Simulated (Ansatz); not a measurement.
**The polar optical mode of MgO at 40 GPa, worked through**

Method: DFT LDA, scalar-relativistic, plane waves, PAW (Ansatz 0.2.0). Cutoff 420 eV, 10×10×10 k-points (Γ-centred), fixed occupations. No spin polarisation. Phonons by linear response, acoustic sum rule imposed.

The cell, relaxed at 40 GPa:
```
CELL_PARAMETERS angstrom
0.00000 1.96843 1.96843
1.96843 0.00000 1.96843
1.96843 1.96843 0.00000
ATOMIC_POSITIONS crystal
Mg 0.00000 0.00000 0.00000
O 0.50000 0.50000 0.50000
```

Other phases may be more stable at this pressure.

Linear response gives ν_TO = 572.2 cm⁻¹, Born charges ±1.901 e (positive on Mg) and ε∞ = 3.047. The primitive cell holds 15.254 Å³, and the masses are 24.305 and 15.999 amu.

Task: Find ν_LO and the static dielectric constant.

Result: The long-wave field adds a restoring force: ω_LO² − ω_TO² = Z*²e²/(ε_vac ε∞ μV). In these units ν_LO² − ν_TO² = 4.92064×10⁷ Z*²/(μ V ε∞) cm⁻², with μ = m₁m₂/(m₁ + m₂) = 9.648 amu: 396341 cm⁻². So ν_LO = √(572.2² + 396341) = 850.7 cm⁻¹, and the run gives 850.7. Lyddane–Sachs–Teller then gives ε0 = ε∞ (ν_LO/ν_TO)² = 6.74, against 6.74 in the run (it forms both from the same three quantities, so the match checks the arithmetic only). Between ν_TO and ν_LO the dielectric function is negative and an undamped crystal reflects fully: a reststrahlen band from 11.8 to 17.5 μm.

Task: What do the Clausius–Mossotti polarisability and the Szigeti charge come to?

Result: With the Lorentz local field, α = (3V/4π)(ε∞ − 1)/(ε∞ + 2) = 1.48 Å³ for the pair, and e_S = 3Z*/(ε∞ + 2) = 1.13 e. The Born charge includes the electrons' response to the dipole's own local field, and e_S takes that enhancement out. The Lorentz field assumes point-like polarisable ions, a fair picture at this small ε∞.

Task: How strongly does a slow electron couple to the LO mode?

Result: For one isotropic parabolic band, Fröhlich's constant is α_F = (1/ε∞ − 1/ε0) √(m* Ry/ħω_LO), with Ry = 13.606 eV, ħω_LO = 105.5 meV and m* in free-electron masses: α_F = 0.1797 × 11.36 × √m* = 2.04 √m*. The band mass isn't part of this run; for m* = 0.1, 0.3 and 1 it gives 0.65, 1.12, 2.04. In weak coupling the polaron lies α_F ħω_LO below the band edge (118 meV at m* = 0.3) with a mass m*(1 + α_F/6); past α_F of about 5 or 6 that expansion fails. A semilocal functional's ε∞ tends to be too large, which taken alone lowers α_F.

Cost: 1 run of about 0.063 core-minutes, on AMD EPYC 9R45 (Zen 5) (shared hosts).